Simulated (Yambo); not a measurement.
Yambo run on MgS (rock salt, space group Fm-3m, No. 225). The wavefunctions are norm-conserving PBEsol (Quantum ESPRESSO, 84 Ry, no spin-orbit coupling) ones on a 6×6×6 mesh (8 occupied bands); a = b = c = 3.6650 Å, α = β = γ = 60.00°.

Yambo input:

```
rim_cut
gw0
dyson
el_el_corr
HF_and_locXC
ppa
em1d
RandQpts= 1000000
RandGvec= 1 Ry
EXXRLvcs= 84 Ry
VXCRLvcs= 336 Ry
Chimod= "HARTREE"
% BndsRnXp
 5 | 80 |
%
NGsBlkXp= 10 Ry
% LongDrXp
 1.0 | 1.0 | 1.0 |
%
PPAPntXp= 27.2114 eV
% GbndRnge
 1 | 80 |
%
GTermKind= "none"
DysSolver= "n"
ExtendOut
% QPkrange
 1 | 1 | 8 | 9 |
 13 | 13 | 9 | 9 |
%
```

k points by index: 1 = Γ, 13 = X.

The o-*.qp file then holds:

```
#    K-point    Band    Eo [eV]    E [eV]    E-Eo [eV]    Vxc [eV]    Vnlxc [eV]    Sc|Eo [eV]    Sc|E [eV]    dSc/dw|Eo [eV]    Re(Z)    Im(Z)
#
    1    8    0.000000    -1.051880    -1.051880    -13.27830    -16.29623    1.675908    1.966047    -7.504948    0.783818    -0.001421
    1    9    3.680969    4.292708    0.611739    -11.15507    -6.599579    -3.801388    -3.943755    -6.331530    0.811239    -0.001302
    13    9    2.726364    3.446115    0.719750    -10.57288    -6.308605    -3.385404    -3.544525    -6.014905    0.818969    -0.001302
```
(The two width columns are left out.) Convergence of these settings isn't established.

Geometry relaxed with PBEsol.
